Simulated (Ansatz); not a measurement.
A generator proposed this cell of CaW₃O₉.

```xyz
13
Lattice="9.2650 0.0000 0.0000 -4.6325 8.0237 0.0000 0.0000 0.0000 4.7550" Properties=species:S:1:pos:R:3 pbc="T T T"
Ca    0.0000    0.0000    2.3775
W     4.6325    0.0000    0.0000
W     2.3163    4.0119    0.0000
W    -2.3163    4.0119    0.0000
O     4.6325    0.0000    2.3775
O     1.1581    6.0178    0.0000
O     3.4744    2.0059    0.0000
O    -1.1581    6.0178    0.0000
O     5.7906    2.0059    0.0000
O     2.3163    4.0119    2.3775
O     0.0000    4.0119    0.0000
O     4.6325    4.0119    0.0000
O    -2.3163    4.0119    2.3775
```

These are results of DFT PBE, scalar-relativistic, plane waves, PAW in Ansatz, not measurements. Plane waves to 420 eV, a k mesh through Γ of 3×3×4 on the computed 13-atom cell and Gaussian smearing (0.10 eV); no spin polarisation.

The zero of energy is the elements' standard structures at the same level (O₂ as a molecule); no fitted shifts are applied.

Task: Estimate its pressure, forces and energy as it stands.

Result: The pressure is -25.8 GPa (the mean over three directions, positive in compression), the largest force is 2.82 eV/Å, and the energy is +0.24 eV/atom against the elements. The shortest distance is 2.32 Å.

Task: Is it a good guess?

Result: A poor one: relaxing gains about 2.4 eV/atom (the start's value is from the coarse mesh, so the gain is rough) in 15 ionic steps and ends at −2.13 eV/atom on the finer mesh. The symmetry stays P6/mmm (No. 191). The volume per atom shrinks by 48.3 %, from 27.2 to 14.0 Å³. The shortest distance goes from 2.32 Å (W–O and O–O) to 1.91 Å (W–O). Conventional cell: a = 7.424 Å, c = 3.826 Å. Ca is surrounded by 12 O at 3.28 Å and 6 O at 3.71 Å; W is surrounded by 6 O at 1.91–1.94 Å; around O on a site of symmetry mmm lie 2 W at 1.91 Å, 8 O at 2.72 Å, 2 Ca at 3.71 Å and 6 O at 3.71–3.83 Å; 1 more site not described.

The last run used a 6×6×10 mesh (in the run's order of axes) for its 13-atom cell and Gaussian smearing of 0.10 eV. These runs have no spin–orbit coupling, which can matter for W. The cell is a metal run without spin; a magnetic state may lie lower. The relaxation can't lower the symmetry of the start, and the grade says only how near the guess is to its own end. Symmetry constrained the relaxation, so the result can be a saddle point.
